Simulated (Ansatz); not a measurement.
Starting cell, HgTe (zinc blende):

```
HgTe
1.0
    0.00000     3.28657     3.28657
    3.28657     0.00000     3.28657
    3.28657     3.28657     0.00000
Te Hg
1 1
Direct
  0.25000   0.25000   0.25000
  0.00000   0.00000   0.00000
```

Scan: atom 1 (Te, nearest neighbour Hg at 2.846 Å; its periodic images, 4.6 Å or more away, move with it) is displaced along Cartesian x, direction (1.000, 0.000, 0.000) in Cartesian axes, by s. The other atoms stay.

Computed with r2SCAN (plane waves to 500 eV, PAW, scalar-relativistic; Ansatz, a quantum-chemistry and plane-wave program). k mesh 7×7×7 (Γ-centred), Fermi-Dirac smearing 0.05 eV. E stands for the smeared free energy. With partly filled bands, energies and forces of such displacements shift with the k mesh and the smearing. At this level the bands of HgTe touch or barely overlap. HgTe was relaxed with its symmetry unable to fall. Spin-orbit coupling is left out, though Hg and Te are heavy. ΔE is measured from the undisplaced structure. The last digit holds for this mesh only.

| s (Å) | ΔE (meV/cell) |
|---|---|
| -0.280 | 111.1 |
| -0.224 | 71.6 |
| -0.168 | withheld |
| -0.112 | 18.1 |
| -0.056 | 4.5 |
| 0.000 | 0.0 |
| 0.056 | 4.5 |
| 0.112 | 18.1 |
| 0.168 | withheld |
| 0.224 | 71.6 |
| 0.280 | 111.1 |

Question: Fit an even polynomial form (powers 2, 4) to the given rows and predict ΔE at s = -0.168.

Answer: Least squares on the 9 given rows: ΔE = (1445)·s² + (-359.9)·s⁴, in meV/cell with s in Å; root-mean-square residual 0.02 meV/cell. At -0.168 the fit gives 40.5 meV/cell; the calculation gives 40.5 meV/cell, the same to the digits shown. The quadratic term alone would give 40.8 meV/cell.

(For displaced atoms, the force is minus the slope of the energy, and its curvature is a force constant, which sets phonon frequencies.)
